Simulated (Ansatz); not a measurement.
Computed properties of SiGe

SiGe:
```xyz
4
Lattice="3.9233 0.0000 0.0000 0.0000 3.9281 0.0000 0.0000 0.0000 5.5430" Properties=species:S:1:pos:R:3 pbc="T T T"
Si     2.9425     0.0000     4.8778
Si     0.9808     0.0000     0.6653
Ge     0.9808     1.9641     2.0477
Ge     2.9425     1.9641     3.4954
```

Space group Pmma (No. 51); conventional cell a = 3.923 Å, b = 3.928 Å, c = 5.543 Å, α = β = γ = 90.00°.

Method: r²SCAN in the plane-wave PAW code Ansatz. The cell and atoms are relaxed at this level. Other levels are named where they apply.

**Cell and energy**

| Property | Result |
|---|---|
| Volume per atom | 21.36 Å³ |
| Density | 3.92 g/cm³ |
| Formation energy from the elements (no fitted shifts) | 0.9 kJ/mol of atoms |

**Electronic structure**

| Property | Result |
|---|---|
| Band gap | 0.58 eV (indirect) |
| Valence-band maximum | at Γ |
| Conduction-band minimum | on the S–Y line, 5 % of the way from S (k = 0.474, -0.500, 0.000) (2 equivalent valleys) |
| Smallest direct gap on the standard path | 0.80 eV |
| Electron effective mass | 0.30, 0.42, 0.68 mₑ (principal values) |
| Electron effective mass with spin–orbit coupling | 0.30, 0.42, 0.68 mₑ (principal values) |
| Weight of the conduction-edge state by species (Voronoi cells) | Ge 50 %, Si 50 % |
| Hole effective mass | 0.067, 0.23, 1.9 mₑ (principal values) |
| Hole effective mass with spin–orbit coupling | 0.082, 0.21, 0.32 mₑ (principal values) |
| Weight of the valence-edge state by species (Voronoi cells) | Ge 57 %, Si 43 % |
| HSE06 gap on the r²SCAN cell | 0.91 eV |
| Gap with spin–orbit coupling | 0.54 eV |

**Mechanics**

| Quantity | Result |
|---|---|
| Bulk modulus (Birch–Murnaghan fit) | 84.4 GPa |
| Pressure derivative B′ | 4.5 |
| Elastic constants (relaxed ions, GPa) | C11 = 177, C22 = 178, C33 = 147, C12 = 24.7, C13 = 52.2, C23 = 53.1, C44 = 75.2, C55 = 75.3, C66 = 47.8 |
| Mechanical stability | stable (all eigenvalues of C positive) |
| Hill bulk and shear moduli | 84.6 and 62.8 GPa |
| Young's modulus | 151 GPa |
| Poisson's ratio | 0.20 |
| Debye temperature from the elastic constants | 475 K |

**Charges**

| Property | Value |
|---|---|
| Bader charges | Si +0.18, Ge -0.18 e |

The start of the workflow was typed in or built on a structure type; neither database checked (COD, Materials Project) lists it. Its standing as an ambient phase is unchecked. Symmetry was held in the r²SCAN relaxation; whether a distortion lowers the energy is not shown. The references are the lowest solids computed at this level, not always the standard phases. Scalar-relativistic: spin–orbit coupling is off unless named, which matters more the heavier the elements.

Potentials: the later of the program's two PAW sets.
